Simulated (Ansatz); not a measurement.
TaSe₂ in space group R-3m (No. 166; Se on 6c, Ta on 3a), LDA in the plane-wave PAW code Ansatz, all energies at zero smearing, with the estimated change up to a 700 eV cutoff added, with one set of potentials and settings (totals compare only within such a set). Cell of 3 atoms (2 Se, 1 Ta): -20451.569 eV.

| element | reference phase | E (eV/atom) |
|---|---|---|
| Se | P3_121, 3 atoms in the cell | -5383.2604 |
| Ta | Im-3m, 1 atoms in the cell | -9682.6136 |

Formation energy per atom, worked out: (-20451.569 − 2×(-5383.2604) − 1×(-9682.6136))/3 = -0.812 eV/atom (-78 kJ per mol of atoms), at 0 K, without zero-point energy or fitted corrections.

The workflow started from an entry of the Crystallography Open Database (COD), which files this formula under 5 space groups. Whether it is the stable phase at ambient conditions was not checked. The cell was relaxed with LDA under the symmetry of its start; whether a distortion lowers the energy is not shown. The run is not spin-polarised. A crystal of weakly bound layers computed without a dispersion correction: the cell and the soft elastic constants depend strongly on that. The references are the lowest solids computed at this level, not always the standard phases. Scalar-relativistic: spin–orbit coupling is off unless named, which matters more the heavier the elements.

Potentials: the later of the program's two PAW sets.
